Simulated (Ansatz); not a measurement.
Cancellation of cutoff errors in Ta4O

Level of theory: DFT PBE, scalar-relativistic, plane waves, PAW in Ansatz.

```
CELL_PARAMETERS angstrom
3.25750 0.00000 0.00000
0.00000 3.25750 0.00000
0.00000 0.00000 7.40934
ATOMIC_POSITIONS crystal
Ta 0.00000 0.00000 0.50000
Ta 0.50000 0.50000 0.78316
Ta 0.50000 0.50000 0.21684
Ta 0.00000 0.00000 0.00000
O 0.50000 0.50000 0.50000
```

```json
{
  "Γ-centred k-mesh": "12×12×6",
  "occupation rule": "Gaussian smearing, 0.1 eV",
  "spin treatment": "unpolarised"
}
```

A second cell has all atoms moved and the lattice slightly strained:

```yaml
crystal:
  lattice:
    - [3.23205, -0.01525, 0.02886]
    - [-0.01525, 3.26076, -0.02398]
    - [0.06564, -0.05454, 7.38309]
  atoms:
    - { symbol: Ta, position: [0.05579, 0.01760, 0.49592] }
    - { symbol: Ta, position: [0.50999, 0.48448, 0.78302] }
    - { symbol: Ta, position: [0.49590, 0.51050, 0.22474] }
    - { symbol: Ta, position: [0.02720, 0.01200, 0.99005] }
    - { symbol: O, position: [0.48610, 0.45127, 0.51486] }
```

It ran on a 10×10×4 mesh, another than the first cell's, which shifts the difference by nearly the same amount at every cutoff. Both were run at several values of the cutoff; energies per atom at zero smearing, errors against the largest value (600 eV), which isn't proved converged itself.

| cutoff | error, first cell (meV) | error, second cell (meV) |
| --- | --- | --- |
| 200 eV | 2217.44 | 2233.91 |
| 250 eV | 454.64 | 450.13 |
| 300 eV | 99.09 | 98.13 |
| 350 eV | 22.68 | 22.14 |
| 420 eV | 1.83 | 1.83 |

Problem. At the largest value the second cell lies 114.13 meV/atom above the first. What is the error of that difference at each value, and where does each quantity come within 1 meV/atom?

Solution. The error of the difference is the second cell's error less the first's:
```csv
cutoff,difference (meV),its error (meV)
200 eV,130.60,16.47
250 eV,109.63,-4.50
300 eV,113.17,-0.96
350 eV,113.59,-0.54
420 eV,114.13,0.00
```

No value below the largest brings the first cell's total energy within 1 meV/atom, while the difference is there from 300 eV on. Most of the error cancels, by a factor of about 103 in the median. A missing short wave mostly misdescribes the region near each nucleus, which both cells share; what doesn't cancel comes largely from the change of volume and bonding.

6 further runs of this set aren't shown.